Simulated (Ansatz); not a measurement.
TaN (rock salt)

```
CELL_PARAMETERS angstrom
      0.00000     2.18780     2.18780
      2.18780     0.00000     2.18780
      2.18780     2.18780     0.00000
ATOMIC_POSITIONS crystal
  N  0.00000 0.00000 0.00000
  Ta 0.50000 0.50000 0.50000
```

The volume is varied about the relaxed value V₀ at fixed cell shape. Symmetry pins the atoms to their sites.

All values below come from PBEsol (plane waves to 420 eV, PAW, scalar-relativistic; Ansatz, an electronic-structure program). k mesh 19×19×19 (Γ-centred), Fermi-Dirac smearing 0.05 eV. Stress and pressure are positive under compression. Spin-orbit coupling is left out, though Ta is heavy. TaN is run without spin polarisation. TaN was relaxed with its symmetry unable to fall. This is a high-temperature form of TaN.

At one point of the scan the stress tensor (GPa) is:

```
   25.3      0.0      0.0
    0.0     25.3      0.0
    0.0      0.0     25.3
```

### Question
Which point is it?
(A) V/V₀ = 0.980
(B) V/V₀ = 0.940
(C) V/V₀ = 0.900
(D) V/V₀ = 0.960

### Answer
B, V/V₀ = 0.940

(Under strain, the slope of the energy per volume gives the stress and its curvature an elastic modulus.)
